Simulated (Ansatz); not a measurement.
A trial cell of Y5C3, before relaxation:

```cif
data_structure
_symmetry_space_group_name_H-M 'P 1'
_symmetry_Int_Tables_number 1
_cell_length_a 5.7424
_cell_length_b 5.7424
_cell_length_c 4.1417
_cell_angle_alpha 90.000
_cell_angle_beta 90.000
_cell_angle_gamma 94.375
_cell_volume 136.17
loop_
_atom_site_label
_atom_site_type_symbol
_atom_site_fract_x
_atom_site_fract_y
_atom_site_fract_z
_atom_site_occupancy
Y1 Y 0.00000 0.50000 0.00000 1
Y2 Y 0.50000 0.00000 0.00000 1
Y3 Y 0.50000 0.50000 0.00000 1
Y4 Y 0.22500 0.22500 0.50000 1
Y5 Y 0.77500 0.77500 0.50000 1
C1 C 0.75000 0.25000 0.50000 1
C2 C 0.25000 0.75000 0.50000 1
C3 C 0.00000 0.00000 0.00000 1
```

Method: DFT PBE, scalar-relativistic, plane waves, PAW in Ansatz 0.2.0. Cutoff 420 eV, Gaussian smearing, Γ-centred meshes. Cell and atoms relax first on a coarse mesh and then on a finer one. In between, the cell is made exact in the group found at 0.06 Å. In metals the finer mesh still leaves noise of several meV/atom or more. The steps can't lower the symmetry of their start. No spin polarisation in the relaxation; trial moments died out in a coarse test.

A guess keeps its type if space group and coordination stay and the shape of the cell changes little (axis ratios within about 15 %, angles within 6°); the volume may change.

Task: Does it keep its structure type, or change into something else?

Result: It doesn't keep its type. The symmetry stays Cmmm (No. 65). The volume per atom grows by 11.5 %, from 17.0 to 19.0 Å³. The shortest distance goes from 2.72 Å (Y–C) to 2.39 Å (Y–C). Counting neighbours within 15 % of an atom's shortest distance, the start has C 12, Y 12 and the end C 4/8, Y 2/4/8. In detail, at the end Y on a site of symmetry 2/m is surrounded by 4 C at 2.80 Å, 2 C at 3.32 Å and 2 Y at 3.32 Å; Y on a site of symmetry mmm is surrounded by 4 C at 2.60 Å and 4 Y at 2.85 Å; C on a site of symmetry m2m is surrounded by 2 Y at 2.60 Å and 6 Y at 2.77–2.80 Å; 2 more sites not described.

```
Y C
1.0
     3.59415   -5.58052    0.00000
     3.59415    5.58052    0.00000
     0.00000    0.00000    3.78499
Y C
5 3
Direct
  0.00000 0.50000 0.00000
  0.50000 0.00000 0.00000
  0.50000 0.50000 0.00000
  0.20417 0.20417 0.50000
  0.79583 0.79583 0.50000
  0.65945 0.34055 0.50000
  0.34055 0.65945 0.50000
  0.00000 0.00000 0.00000
```

The last run used a 6×6×10 mesh (in the run's order of axes) for its 8-atom cell and Gaussian smearing of 0.10 eV. A structure relaxed within its symmetry needn't be a true minimum.

In counts of neighbours, a slash parts the counts of unlike sites.
